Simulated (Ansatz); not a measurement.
Relaxed-ion elastic tensor of Pd (simple cubic, Pm-3m) in GPa (Voigt order), DFT-r²SCAN in the program Ansatz with PAW potentials; density 10.19 g/cm³, 17.33 Å³ per atom.

```tsv
	1	2	3	4	5	6
1	336	36.6	36.6	0.0	0.0	0.0
2	36.6	336	36.6	0.0	0.0	0.0
3	36.6	36.6	336	0.0	0.0	0.0
4	0.0	0.0	0.0	-14.9	0.0	0.0
5	0.0	0.0	0.0	0.0	-14.9	0.0
6	0.0	0.0	0.0	0.0	0.0	-14.9
```

Is the crystal mechanically stable?

No: the smallest eigenvalue of C is -14.9 GPa.

The cell is a constructed one: a structure type filled with these elements; neither database checked (COD, Materials Project) lists it. It is not the phase usual at ambient conditions (space group No. 225). The cell was relaxed with r²SCAN under the symmetry of its start. At this level the phase is mechanically unstable. No spin polarisation was allowed. As this level gives no gap, shear constants depend on the k-mesh and smearing (Fermi–Dirac, 0.1 eV here).

Potentials: the later of the program's two PAW sets.
